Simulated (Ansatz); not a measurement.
A structure of SnS relaxed with PBEsol (plane waves to 420 eV, PAW, scalar-relativistic; Ansatz, a program for electronic structure); single points at other levels follow on the same geometry (Ansatz, PAW; PBEsol+SOC at 420 eV on a 10×10×10 k-mesh; spin-orbit coupling only where +SOC is written). Space group Fm-3m (No. 225).

```
SnS
1.0
    0.00000     2.87186     2.87186
    2.87186     0.00000     2.87186
    2.87186     2.87186     0.00000
S Sn
1 1
Direct
  0.00000   0.00000   0.00000
  0.50000   0.50000   0.50000
```

```
level       gap (eV)      kind           conduction minimum
----------  --------  --------  ---------------------------
PBEsol          0.30  indirect  20 % of the way from L to W
PBEsol+SOC       ___       ___                          ___
```

Question: Fill in the missing entries.

Answer: 
- PBEsol+SOC, gap (eV): 0.34
- PBEsol+SOC, kind: indirect
- PBEsol+SOC, conduction minimum: 20 % of the way from L to W

The shift from spin-orbit coupling is approximate. No spin polarisation in the result.

It was reached from a disturbed copy of a Fm-3m (No. 225) cell (rock salt type), against which it lies under 1 meV/atom.

The first start was generated by placing the elements on the sites of a structure type. A measured structure of SnS has the same space group, Fm-3m (No. 225); the sites were not compared with it. Another known form has space group No. 62.
